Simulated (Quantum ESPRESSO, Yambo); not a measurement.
F (space group C2/c, No. 15): static response along x against the Γ-centred k mesh (Yambo on LDA (Quantum ESPRESSO, PseudoDojo norm-conserving, 84 Ry, without SOC) bands; 44 bands, 4 Ry block). The smallest direct LDA gap is 2.35 eV. Axes are Cartesian, with cell vectors (Å) (2.56, -1.58, 0.00), (2.56, 1.58, 0.00), (-0.56, 0.00, 6.60).

```json
[
 {"k mesh": "4×4×1", "ε(0), independent particles": "1.67", "ε(0), RPA with local fields": "1.63", "rough Yambo cost": "about 1/7"},
 {"k mesh": "4×4×2", "ε(0), independent particles": "1.64", "ε(0), RPA with local fields": "1.60", "rough Yambo cost": "about 1/4"},
 {"k mesh": "8×8×4", "ε(0), independent particles": "1.64", "ε(0), RPA with local fields": "1.60", "rough Yambo cost": "1"}
]
```

The last step changes the RPA value by 0.0 %. Electronic response only; costs are rough.

Geometry of the Materials Project entry, not relaxed at this level; primitive cell a = b = 3.0073 Å, c = 6.6216 Å, α = β = 94.14°, γ = 63.57°.

The distance between layers or molecules is the database entry's, not relaxed here. Functionals without dispersion can leave it too large, which widens gaps and weakens the response across layers: the numbers belong to this cell.
